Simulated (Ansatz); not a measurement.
Values for one crystal, relaxed and computed with PBE (plane waves, PAW; program Ansatz); other levels are named.

Volume per atom: 15.96 Å³
Electronic character: metallic (no gap)
Gap with spin–orbit coupling: none (metallic)
Formation energy from the elements (no fitted shifts): -14 meV/atom
Density of states at the Fermi level: 0.51 states/eV per atom (mean over ±0.08 eV)
Pressure derivative B′: 4.1
Bulk modulus (Birch–Murnaghan fit): 2800 kbar

Which of these materials gives this?
(A) FeCo, Fd-3m (Fe on 8b, Co on 8a)
(B) AlRu, CsCl type
(C) MoW, CsCl type
(D) ZrAg, rock salt

C, MoW, CsCl type

Space group Pm-3m (CsCl type). The start of the workflow was typed in or built on a structure type; neither database checked (COD, Materials Project) lists it. Whether it is the stable phase at ambient conditions was not checked. The PBE relaxation kept the symmetry of its start; its stability against distortions is not shown here. No spin polarisation was allowed. The references are the lowest solids computed at this level, not always the standard phases. Scalar-relativistic: spin–orbit coupling is off unless named, which matters more the heavier the elements.

Potentials: the earlier of the program's two PAW sets.
